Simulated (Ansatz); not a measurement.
The elements of this relaxed trial crystal are hidden behind letters.

```
lattice vectors (Å)
   6.0994    0.0000    0.0000
   0.0000    6.0994    0.0000
   0.0000    0.0000    6.0994
fractional positions
X 0.7588 0.7588 0.7588
X 0.7588 0.2412 0.2412
X 0.2412 0.7588 0.2412
X 0.2412 0.2412 0.7588
Z 0.5000 0.5000 0.0000
Z 0.5000 0.0000 0.5000
Z 0.0000 0.5000 0.5000
Q 0.0000 0.0000 0.0000
```

Method: Ansatz 0.2.0, DFT PBE, scalar-relativistic, plane waves, PAW. Settings of the last relaxation (8-atom cell): 420 eV, 6×6×6 k points, Gaussian smearing of 0.10 eV, no spin polarisation.

```
Space group                              : P-43m (No. 215)
Conventional cell                        : a = 6.099 Å
Volume per atom                          : 28.36 Å³
Density                                  : 5.26 g/cm³
Formation energy                         : −0.19 eV/atom
Gap on the 6×6×6 mesh of the 8-atom cell : 0 eV (the bands overlap slightly)
```

Energies are uncorrected and count from the elements' standard states at the same level.

Problem. X is a p-block element of period 4, Z is a p-block element of period 5 and Q is a p-block element of period 4. Which elements are they?

Solution. X = Ga, Z = Sb, Q = As, so the formula is Ga4Sb3As. Density times volume gives a mean mass of 5.26 × 28.36/1.6605 = 89.8 u per atom, and this set has 89.9 u. Among the elements that the hints allow, noble gases aside, only these give it. Around Ga lie 1 As at 2.55 Å and 3 Sb at 2.67 Å; around Sb lie 4 Ga at 2.67 Å; As has 4 Ga at 2.55 Å.

These runs have no spin–orbit coupling, which can matter for Sb. The zero gap may come from the functional, which often closes small gaps. A structure relaxed within its symmetry needn't be a true minimum.
